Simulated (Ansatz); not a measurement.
Crystals of one structure type (zinc blende) and one family of elements, relaxed and computed with DFT-PBE in the program Ansatz with PAW potentials; HSE06 gaps on those cells.

```json
[
 {"crystal": "GaAs", "gap (eV)": "0.16", "HSE06 gap (eV)": "1.02"},
 {"crystal": "InP", "gap (eV)": "0.44", "HSE06 gap (eV)": "1.20"},
 {"crystal": "BP", "gap (eV)": "1.25", "HSE06 gap (eV)": "1.97"},
 {"crystal": "AlAs", "gap (eV)": "1.50", "HSE06 gap (eV)": "2.13"},
 {"crystal": "GaP", "gap (eV)": "1.58", "HSE06 gap (eV)": "?"},
 {"crystal": "AlP", "gap (eV)": "1.63", "HSE06 gap (eV)": "2.31"},
 {"crystal": "BN", "gap (eV)": "4.46", "HSE06 gap (eV)": "5.78"}
]
```

Q: Fit a straight line to E_g(HSE06) against E_g and predict the withheld value.

A: Least squares on the 6 shown rows: E_g(HSE06) = 1.127 × E_g + (0.629), with a scatter of 0.15. For GaP this gives 2.41. The run itself gave 2.35, within the scatter.

All cells were relaxed under the symmetry of their starts (and spin orders); stability against distortions was not tested throughout. Scalar-relativistic: spin–orbit coupling is off unless named, which matters more the heavier the elements.

Potentials: the later of the program's two PAW sets.
